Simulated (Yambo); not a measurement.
Yambo run on K$_{2}$NaRhF$_{6}$ (space group Fm-3m, No. 225). The wavefunctions are norm-conserving PBEsol (Quantum ESPRESSO, 88 Ry, no spin-orbit coupling) ones on a 2×2×2 mesh (43 occupied bands); a = b = c = 6.0243 Å, α = β = γ = 60.00°.

Yambo input:

```
rim_cut
gw0
dyson
el_el_corr
HF_and_locXC
ppa
em1d
RandQpts= 1000000
RandGvec= 1 Ry
EXXRLvcs= 88 Ry
VXCRLvcs= 352 Ry
Chimod= "HARTREE"
% BndsRnXp
 6 | 119 |
%
NGsBlkXp= 8 Ry
% LongDrXp
 1.0 | 1.0 | 1.0 |
%
PPAPntXp= 27.2114 eV
% GbndRnge
 1 | 119 |
%
GTermKind= "BG"
DysSolver= "n"
ExtendOut
% QPkrange
 3 | 3 | 43 | 44 |
%
```

k points by index: 3 = X.

Table of the .qp output:

```
#    K-point    Band    Eo [eV]    E [eV]    E-Eo [eV]    Vxc [eV]    Vnlxc [eV]    Sc|Eo [eV]    Sc|E [eV]    dSc/dw|Eo [eV]    Re(Z)    Im(Z)
#
    3    43    0.000000    -1.484148    -1.484148    -23.22003    -29.66177    4.584133    4.957589    -6.846324    0.798976    -0.001521
    3    44    1.738024    4.183670    2.445646    -22.54012    -16.57741    -2.954697    -3.517064    -6.256821    0.813049    -0.001386
```
(The two width columns are left out.) Convergence of these settings isn't established.

Geometry of the Materials Project entry, not relaxed at this level.
